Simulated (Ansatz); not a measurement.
The relaxation started from an entry of Materials Project.

A relaxed cell of Sc3In (Pm-3m (No. 221)), relaxed on a k-mesh at least as fine as the one used below. Calculation: r2SCAN (plane waves to 500 eV, PAW, scalar-relativistic; Ansatz, a program for electronic structure). Γ-centred k-mesh 7×7×7 on the run's cell (coarser than for final values), Fermi–Dirac smearing 0.05 eV.

```
Sc3In
1.0
    4.52545     0.00000     0.00000
    0.00000     4.52545     0.00000
    0.00000     0.00000     4.52545
Sc In
3 1
Direct
  0.50000   0.50000   0.00000
  0.00000   0.50000   0.50000
  0.50000   0.00000   0.50000
  0.00000   0.00000   0.00000
```

The atoms are displaced by (Å):

| atom | ux | uy | uz |
|---|---|---|---|
| Sc1 | -0.319 | 0.058 | -0.160 |
| Sc2 | -0.278 | 0.240 | 0.139 |
| Sc3 | -0.083 | 0.018 | 0.264 |
| In4 | -0.187 | -0.127 | -0.238 |

**Question.** What forces (eV/Å) and pressure result?

**Answer.** 
```json
[
 {"atom": "Sc1", "Fx": "0.49", "Fy": "-0.33", "Fz": "1.80"},
 {"atom": "Sc2", "Fx": "0.52", "Fy": "-1.88", "Fz": "-2.01"},
 {"atom": "Sc3", "Fx": "-1.14", "Fy": "0.61", "Fz": "-2.03"},
 {"atom": "In4", "Fx": "0.13", "Fy": "1.61", "Fz": "2.24"}
]
```

Pressure +5.3 GPa.

**Question.** Estimate the energy cost of the displacement in the harmonic approximation and compare with the calculation.

**Answer.** For a harmonic well ΔE = −½ Σ F·u = 1.266 eV a cell, or 317 meV/atom. The calculated energy relative to the undisplaced cell is +0.28 eV/atom, so the harmonic estimate holds well.

No spin polarisation in the result. A magnetic state may lie lower.

The run that gave the undisplaced cell could not lose the symmetry of its start; a randomly shaken copy of 4 atoms returns to this structure.
